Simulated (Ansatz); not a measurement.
La (dhcp type, space group P6_3/mmc)

```xyz
4
Lattice="3.7703 0.0000 0.0000 -1.8852 3.2652 0.0000 0.0000 0.0000 12.0810" Properties=species:S:1:pos:R:3 pbc="T T T"
La     0.0000     0.0000     0.0000
La     0.0000     0.0000     6.0405
La     0.0000     2.1768     3.0202
La     1.8852     1.0884     9.0607
```

Method: PBE (plane waves to 420 eV, PAW, scalar-relativistic; Ansatz, a first-principles code). Harmonic phonons by density-functional perturbation theory on a 14×14×4 k mesh, in cm⁻¹ and rounded to 5; i marks imaginary ones, q is in fractions of the reciprocal vectors of the cell shown, and the three acoustic modes at Γ are left out. The program warned that its band solver left a few bands short of their tolerance. La is run without spin polarisation. La was relaxed with its symmetry unable to fall.

**Question.** Does any mode at Γ, M = (0.5, 0.0, 0.0), A = (0.0, 0.0, 0.5), L = (0.5, 0.0, 0.5) come out imaginary?

**Answer.** No imaginary mode at these points (lowest 20 cm⁻¹ at A = (0.0, 0.0, 0.5)); other wave vectors were not tested.

**Question.** List the wavenumbers at Γ, M = (0.5, 0.0, 0.0), A = (0.0, 0.0, 0.5), L = (0.5, 0.0, 0.5), with degeneracies.

**Answer.** 
```json
[
 {"q": "Γ", "wavenumbers (cm⁻¹)": "35 (×2), 35 (×2), 40 (×2), 70, 70, 70"},
 {"q": "M = (0.5, 0.0, 0.0)", "wavenumbers (cm⁻¹)": "30, 35, 40, 50, 60, 65, 70, 75, 75, 80, 85, 100"},
 {"q": "A = (0.0, 0.0, 0.5)", "wavenumbers (cm⁻¹)": "20 (×4), 40 (×2), 40 (×4), 85 (×2)"},
 {"q": "L = (0.5, 0.0, 0.5)", "wavenumbers (cm⁻¹)": "35 (×2), 35 (×2), 65 (×2), 70 (×2), 75 (×2), 90 (×2)"}
]
```
